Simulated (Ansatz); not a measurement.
SnS (rock salt)

```
CELL_PARAMETERS angstrom
      0.00000     2.87186     2.87186
      2.87186     0.00000     2.87186
      2.87186     2.87186     0.00000
ATOMIC_POSITIONS crystal
  Sn 0.50000 0.50000 0.50000
  S  0.00000 0.00000 0.00000
```

Equation-of-state scan: isotropic scaling of the cell above, V₀ being its volume. Symmetry pins the atoms to their sites.

Level of theory: PBEsol (plane waves to 420 eV, PAW, scalar-relativistic; Ansatz, a program for electronic structure). k mesh 10×10×10 (Γ-centred), Fermi-Dirac smearing 0.05 eV. E stands for the smeared free energy. Stress and pressure are positive under compression. SnS was relaxed with its symmetry unable to fall. This is one of several known forms of SnS; the measured ambient cells at hand have space group No. 62. ΔE is measured from the relaxed starting cell. The last digit holds for this mesh only.

```
V (Å³/atom)  ΔE (meV/atom)
-----------  -------------
19.896               153.2
20.844                80.0
21.791                33.1
22.738                 7.7
23.686                 0.0
24.633                 6.8
25.581                25.4
26.528                53.7
27.476            withheld
```

Task: Fit a third-order Birch-Murnaghan form (E₀, V₀, B₀, B₀′ free) to the given rows and predict ΔE at V = 27.476.

Result: Least squares on the 8 given rows: ΔE = E₀ + (9V₀B₀/16)·y²·[2 + (B₀′ − 4)y], y = (V₀/V)^(2/3) − 1, with V₀ = 23.688 Å³/atom, B₀ = 60.88 GPa (160.2 GPa = 1 eV/Å³; the term in eV is multiplied by 1000), B₀′ = 3.92, E₀ = 0.03 meV/atom; root-mean-square residual 0.05 meV/atom. At 27.476 the fit gives 90.2 meV/atom; the calculation gives 89.8 meV/atom, so the extrapolation is off by 0.4 (+0.4 %). For the pressure the fit gives -6.8 GPa against the computed -6.7 GPa.

(A scan under strain: stresses follow from slopes of the energy per volume, elastic moduli from its curvatures.)
